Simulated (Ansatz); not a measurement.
**The bulk modulus of SnI4O12 from a series of volumes**

Reference cell: a refined structure from the COD whose atoms were relaxed with PBE, the cell held.

Space group P-1 (No. 2); a = 5.0576, b = 6.2808, c = 8.3865 Å, α = 87.68°, β = 88.65°, γ = 89.03°.

```csv
site,Wyckoff,site symmetry,x,y,z
Sn,1b,-1,0.0000,0.0000,0.5000
I2,2i,1,0.5061,0.7763,0.2371
I4,2i,1,0.9804,0.6996,0.8438
O6,2i,1,0.7834,0.9589,0.2965
O8,2i,1,0.3033,0.7954,0.4242
O10,2i,1,0.8470,0.7455,0.6368
O12,2i,1,0.8261,0.4351,0.8855
O14,2i,1,0.6674,0.5284,0.2906
O16,2i,1,0.7311,0.8623,0.9459
```

One atom of each set is listed.

Level of theory: DFT, PBE, plane waves and PAW, scalar-relativistic, 420 eV cutoff, Γ-centred 4×4×3 k-points, Fermi–Dirac smearing 0.02 eV (Ansatz 0.2.0).

The cell is scaled uniformly, and the ions relax again at each size.

| V/V₀ | pressure (GPa) | gap on the k-mesh (eV) |
| --- | --- | --- |
| 0.95 | ? | ? |
| 0.98 | 3.1 | 2.78 |
| 1.00 | 2.1 | 2.77 |
| 1.02 | 1.3 | 2.76 |
| 1.03 | 0.9 | 2.75 |

Question: Estimate the row at V/V₀ = 0.95, the equilibrium volume and the bulk modulus.

Answer: pressure (GPa): 4.8; gap on the k-mesh (eV): 2.79. Worked: a parabola in ln(V/V₀) through the other 4 rows gives 4.8 GPa there. It crosses zero pressure at V/V₀ = 1.057, the equilibrium volume of this functional, where the bulk modulus is B = −dP/d ln V = 30 GPa. The shape of the cell is held, so in this non-cubic crystal both values are those of uniform scaling, and B is an upper bound to the hydrostatic one. The gap hardly moves (2.75 to 2.79 eV).

PBE gaps are too small, by a third to a half in many semiconductors; their changes with volume are better.
